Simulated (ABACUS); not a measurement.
Worked example: self-consistent single point of Sr5Cd3 (I4/mcm, 32 atoms in the cell; from Materials Project mp-542484) in ABACUS.

Level of theory: LDA (PW92), numerical atomic orbitals TZP (confined pseudo-atomic orbitals; energy shift 0.003 Ry), PseudoDojo 0.4 standard norm-conserving LDA (tails mended) pseudopotentials in ABACUS.

```yaml
crystal:
  lattice:
    - [8.77162, 0.00000, 0.00000]
    - [0.00000, 8.77162, 0.00000]
    - [0.00000, 0.00000, 16.41355]
  atoms:
    - { symbol: Sr, position: [0.50000, 0.50000, 0.00000] }
    - { symbol: Sr, position: [0.00000, 0.00000, 0.00000] }
    - { symbol: Sr, position: [0.66916, 0.16916, 0.14678] }
    - { symbol: Sr, position: [0.83084, 0.33084, 0.35322] }
    - { symbol: Sr, position: [0.83084, 0.66916, 0.14678] }
    - { symbol: Sr, position: [0.66916, 0.83084, 0.35322] }
    - { symbol: Sr, position: [0.33084, 0.83084, 0.14678] }
    - { symbol: Sr, position: [0.16916, 0.66916, 0.35322] }
    - { symbol: Sr, position: [0.16916, 0.33084, 0.14678] }
    - { symbol: Sr, position: [0.33084, 0.16916, 0.35322] }
    - { symbol: Sr, position: [0.00000, 0.00000, 0.50000] }
    - { symbol: Sr, position: [0.50000, 0.50000, 0.50000] }
    - { symbol: Sr, position: [0.16916, 0.66916, 0.64678] }
    - { symbol: Sr, position: [0.33084, 0.83084, 0.85322] }
    - { symbol: Sr, position: [0.33084, 0.16916, 0.64678] }
    - { symbol: Sr, position: [0.16916, 0.33084, 0.85322] }
    - { symbol: Sr, position: [0.83084, 0.33084, 0.64678] }
    - { symbol: Sr, position: [0.66916, 0.16916, 0.85322] }
    - { symbol: Sr, position: [0.66916, 0.83084, 0.64678] }
    - { symbol: Sr, position: [0.83084, 0.66916, 0.85322] }
    - { symbol: Cd, position: [0.50000, 0.50000, 0.25000] }
    - { symbol: Cd, position: [0.00000, 0.00000, 0.25000] }
    - { symbol: Cd, position: [0.87870, 0.37870, 0.00000] }
    - { symbol: Cd, position: [0.12130, 0.62130, 0.00000] }
    - { symbol: Cd, position: [0.62130, 0.87870, 0.00000] }
    - { symbol: Cd, position: [0.37870, 0.12130, 0.00000] }
    - { symbol: Cd, position: [0.00000, 0.00000, 0.75000] }
    - { symbol: Cd, position: [0.50000, 0.50000, 0.75000] }
    - { symbol: Cd, position: [0.37870, 0.87870, 0.50000] }
    - { symbol: Cd, position: [0.62130, 0.12130, 0.50000] }
    - { symbol: Cd, position: [0.12130, 0.37870, 0.50000] }
    - { symbol: Cd, position: [0.87870, 0.62130, 0.50000] }
```

Reference input (self-consistent single point, DFT, LDA (PW92), numerical atomic orbitals TZP (confined pseudo-atomic orbitals; energy shift 0.003 Ry), PseudoDojo 0.4 standard norm-conserving LDA (tails mended) pseudopotentials): basis = TZP numerical atomic orbitals, energy shift 0.003 Ry; KPT = Gamma 2 2 1 0 0 0; basis_type = lcao; dft_functional = PWLDA; ecutwfc = 100 Ry; smearing_method = mv; smearing_sigma = 0.0199916 Ry; potentials = PseudoDojo 0.4 standard norm-conserving LDA (tails mended); symmetry = 1; ks_solver = scalapack_gvx; scf_nmax = 100; scf_thr = 1.0e-07. This run's input differs from it in these lines:

```diff
@@ -7,3 +7,3 @@
 dft_functional       PWLDA
-ecutwfc              100.0
+ecutwfc              40.0
 symmetry             1
```

Output (repeated stretches shortened):

```
 SELF-CONSISTENT
 -------------------------------------------

                  longest orb rcut (Bohr) = 10.1
   longest nonlocal projector rcut (Bohr) = 1.7
                     search radius (Bohr) = 23.6

                          real space grid = [ 72, 72, 125 ]

                                 init_chg = atomic

 LCAO ALGORITHM --------------- ION=   1  ELEC=   1--------------------------------

 Density error is 0.0250266538254
 E_KohnSham     -5577.2000229692     -75881.6991981127
 E_Fermi        0.5357530354         7.2892940020

 LCAO ALGORITHM --------------- ION=   1  ELEC=   2--------------------------------

   [... lines left out ...]

   [... 8 blocks of this kind left out ...]

 LCAO ALGORITHM --------------- ION=   1  ELEC=  11--------------------------------

 Density error is 1.21866097151e-07
 E_KohnSham     -5577.3046754445     -75883.1230680856
 E_Fermi        0.5337789853         7.2624356731

 LCAO ALGORITHM --------------- ION=   1  ELEC=  12--------------------------------

 Density error is 2.85269668952e-08
 E_KohnSham     -5577.3046754445     -75883.1230680852
 E_KS(sigma->0) -5577.2858811602     -75882.8673587302
 E_entropy(-TS) -0.0375885684        -0.5114187100
 E_Fermi        0.5337789799         7.2624355990
 charge density convergence is achieved
 final etot is -75883.123068 eV
 EFERMI = 7.262435599 eV

 STATE ENERGY(eV) AND OCCUPATIONS    NSPIN == 1
   [... 262 lines left out ...]

 TOTAL-FORCE (eV/Angstrom)
                       Sr1         0.0000000000         0.0000000000         0.0000000000
                       Sr2         0.0000000000         0.0000000000         0.0000000000
                       Sr3        -0.0227919547        -0.0227919547        -0.1211429941
                       Sr4         0.0227919547         0.0227919547         0.1211429941
                       Sr5         0.0227919547        -0.0227919547        -0.1211429941
   [... 23 lines left out ...]
                       Cd9         0.0837882651         0.0837882651         0.0000000000
   [... lines left out ...]

 TOTAL-STRESS (KBAR)
       -26.3076522417         0.0000000000         0.0000000000
         0.0000000000       -26.3076522417        -0.0000000000
         0.0000000000        -0.0000000000       -25.3197433351
 TOTAL-PRESSURE: -25.978349 KBAR

 --------------------------------------------
 !FINAL_ETOT_IS -75883.1230680852168007 eV
 --------------------------------------------
```

The run converged in 12 iterations. Against the reference run the free energy rises by 2.2 meV/atom, the pressure goes from -2.72 to -2.60 GPa and the largest force stays at 0.125 eV/Å.

The atom-centred basis is finite, which shifts total energies, pressures and forces against plane waves. This run is one point of a test of settings, so its values need not be converged; read them against the reference run alone. The structure comes from a collection of computed structures, made at another level of theory; the collection holds predicted forms beside known ones. No clean gap shows at this smearing width and mesh (spacing up to 0.38 Å⁻¹); the mesh is coarse for partly filled bands, so the values carry mesh errors.

Cost on one core: about 2.5 core-minutes (a rough figure).

The atomic orbitals were generated for these runs; they are not ABACUS's published sets and were checked against plane waves on a few crystals only.

“Tails mended”: in these copies of the files the far tail of each local potential was reset to the Coulomb form.
